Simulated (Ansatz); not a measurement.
Relaxed CsPbBr$_{3}$ (cubic perovskite):

```
CsPbBr3
1.0
    5.93781     0.00000     0.00000
    0.00000     5.93781     0.00000
    0.00000     0.00000     5.93781
Cs Pb Br
1 1 3
Direct
  0.00000   0.00000   0.00000
  0.50000   0.50000   0.50000
  0.00000   0.50000   0.50000
  0.50000   0.50000   0.00000
  0.50000   0.00000   0.50000
```

In each cell atom 4 (Br, nearest neighbour Pb at 2.969 Å; its periodic images, 5.9 Å or more away, move with it) moves by s·(1.000, 0.000, 0.000) (along Cartesian x), the rest being held.

These are r2SCAN (plane waves to 500 eV, PAW, scalar-relativistic; Ansatz, a first-principles code) values and carry that method's errors. k mesh 5×5×5 (Γ-centred), Fermi-Dirac smearing 0.05 eV. Energies are smeared free energies. CsPbBr3 was relaxed with its symmetry unable to fall. Spin-orbit coupling is left out, though Pb is heavy. The PAW data are Ansatz's earlier set. This is a high-temperature form of CsPbBr3. ΔE is measured from the undisplaced structure.

```csv
s (Å),ΔE (meV/cell)
-0.300,withheld
-0.240,7.2
-0.180,4.0
-0.120,1.7
-0.060,0.4
0.000,0.0
0.060,0.4
0.120,1.7
0.180,4.0
0.240,7.2
0.300,withheld
```

**Question.** Fit an even polynomial form (powers 2, 4) to the given rows and predict ΔE at s = -0.300.

**Answer.** Least squares on the 9 given rows: ΔE = (118.9)·s² + (108.1)·s⁴, in meV/cell with s in Å; root-mean-square residual 0.03 meV/cell. At -0.300 the fit gives 11.6 meV/cell; the calculation gives 11.7 meV/cell, so the extrapolation is off by -0.1 (-0.9 %). The quadratic term alone would give 10.7 meV/cell.

(For displaced atoms, the force is minus the slope of the energy, and its curvature is a force constant, which sets phonon frequencies.)
